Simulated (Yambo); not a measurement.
G0W0@LDA for KSc2F7 (space group Cmmm, No. 65) in Yambo. Reference settings: 2×2×4 Γ-centred k mesh, bands 3 to 166 and a 6 Ry block in the screening, 166 bands in G with the Bruneval-Gonze terminator, plasmon pole fitted at 27.2 eV. The LDA gap Γ → (-0.5, -0.5, 0) on this mesh is 5.80 eV; G0W0 gaps are taken between the same points.

The settings were changed. The gap went from 10.73 eV to 11.11 eV, and the shift of the valence edge from -2.00 eV to -2.12 eV.

Task: Name the change that produced these shifts.
A. 58 bands in W, 58 bands in G, 2 Ry block
B. 58 bands in W, 58 bands in G, 3 Ry block
C. 103 bands in W, 103 bands in G, 4 Ry block
D. 2×2×2 mesh

Result: C, 103 bands in W, 103 bands in G, 4 Ry block. The others gave (gap, valence shift): 2×2×2 mesh: 10.73, -1.96 eV; 58 bands in W, 58 bands in G, 2 Ry block: 12.92, -3.26 eV; 58 bands in W, 58 bands in G, 3 Ry block: 12.53, -2.94 eV.

Geometry of the Materials Project entry, not relaxed at this level; primitive cell a = b = 6.2243 Å, c = 4.0483 Å, α = β = 90.00°, γ = 116.57°.

The structure is a Materials Project entry; no match was found in the copy of COD used, and its stability was not checked.

A shift is the quasiparticle energy of the state minus its LDA energy.
